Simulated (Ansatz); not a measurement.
# GdO (CsCl-type structure)

Computed with Ansatz (plane waves, PAW, 420 eV cutoff): PBE+U (U_eff = 6 eV on Gd 4f), scalar-relativistic, collinear spin, 10×10×10 k-mesh, Gaussian smearing of 0.05 eV; PAW files: Ansatz's generated set soft_2.

```
CELL_PARAMETERS angstrom
3.03252 0.00000 0.00000
0.00000 3.03252 0.00000
0.00000 0.00000 3.03252
ATOMIC_POSITIONS crystal
Gd 0.00000 0.00000 0.00000
O 0.50000 0.50000 0.50000
```

The start was a prototype's sites filled with these elements. The Crystallography Open Database lists the compound in space group F-43m, so this is a trial structure.

Magnetic state: ferromagnetic, site spin moments Gd 7.18 μB.

The cell has space group Pm-3m (read at 0.01 Å). In it the stress is -0.03, -0.03, -0.03, 0.00, 0.00, 0.00 GPa and the largest force component 0.000 eV/Å. Each change below starts from this cell, without further relaxation. Stress is in GPa, positive in compression, in the order xx, yy, zz, yz, xz, xy; energies are counted from the cell above and are free energies with the smearing's entropy, which match forces and stress in a metal.

Q: One atom was moved along a Cartesian axis, and these forces appeared. Which atom, and about how far?
```tsv
atom	Fx (eV/Å)	Fy	Fz
Gd1	0.202	0.000	0.000
O2	-0.202	0.000	0.000
```

A: Atom 2 (O) is moved by 0.08 Å along x; the energy changes by 8.1 meV per cell. Moving the other atom the opposite way is the same thing.

Q: A single strain component, atoms carried along, gave the stress 0.00, 0.00, -0.02, 0.00, 0.00, 0.23. Which component, and about how large?

A: An engineering strain of -1 % in xy; the energy changes by 0.2 meV per cell.

Q: All atoms and the cell are disturbed at random:
```
CELL_PARAMETERS angstrom
3.02304 0.03773 0.00056
0.03773 3.07683 0.01793
0.00056 0.01793 3.08157
ATOMIC_POSITIONS crystal
Gd 0.02719 0.99200 0.01586
O 0.47281 0.50800 0.48414
```
Give the energy change, the stress and the forces.

A: 62.7 meV per cell; stress 2.16, -3.04, -3.53, -0.81, 1.56, -1.20 GPa. Spin moments: Gd 7.10 μB.
```
atom  Fx (eV/Å)      Fy      Fz
 Gd1     -0.395   0.214  -0.255
  O2      0.395  -0.214   0.255
```

Scalar-relativistic only: spin–orbit splittings of the heavy atoms' levels are missing. The run wasn't fully tested for a lower electronic state. Site moments are of spin, integrated over atomic spheres. A U of this size is made for insulators; in a metal, as here, it tends to take f weight out of the bonding and to swell the cell.
